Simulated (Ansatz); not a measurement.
Antifluorite Ca2C, relaxed with r2SCAN. It is cubic, Fm-3m (No. 225); a = 6.257 Å in the conventional setting, 20.42 Å³ an atom. Around C lie 8 Ca at 2.71 Å; around Ca lie 4 C at 2.71 Å.

The questions ask for values computed with Ansatz 0.2.0 on this geometry. The cell comes from a prototype generator: it can be a known phase or a hypothetical one. Spin polarisation is off.

Question: Is there a gap with LDA, and of what kind?

Answer: With LDA the gap is 0.20 eV and direct, at X.

Question: What does r2SCAN give for the gap (8×8×8 mesh)?

Answer: With r2SCAN the gap is 0.41 eV and direct, at X. The gap differs by +0.21 eV from LDA's.

Question: How does the gap change from LDA to r2SCANh (6×6×6)?

Answer: With r2SCANh the gap is 0.89 eV and direct, at X. The gap differs by +0.69 eV from LDA's.

Question: How does the gap change from LDA to DDH-PBE0 (6×6×6)?

Answer: With DDH-PBE0 the gap is 0.55 eV and direct, at X. The share of exact exchange is 0.071. The gap differs by +0.35 eV from LDA's.

Question: Roughly how does the cost of the LDA run (8×8×8) compare with r2SCAN's (8×8×8)?

Answer: About 0.4 times as much (4 core-seconds against 12 core-seconds, on 2 threads of Arm Neoverse N1 (shared host)).

Question: What are ε∞ and the Born charges with PBE?

Answer: The clamped-ion dielectric constant comes out as 14.12 in all directions. Born charges, averaged over directions: C -4.16, Ca +2.08 e.

Question: Relaxed again with PBEsol, is the cell stable at the zone centre, and where do its optical modes lie?

Answer: The zone-centre optical frequencies run from 225 to 246 cm⁻¹, none imaginary (the rest of the zone wasn't tested). With the long-range field the highest mode reaches 394 cm⁻¹. By the program's warning the force constants, and with them frequencies and ε⁰, aren't converged on this mesh.

The meshes of the hybrids are coarse, so their gaps aren't converged to the digits shown.

Set aside, since their points miss a band edge that the other levels read or their mesh is too coarse: LC-ωPBE.
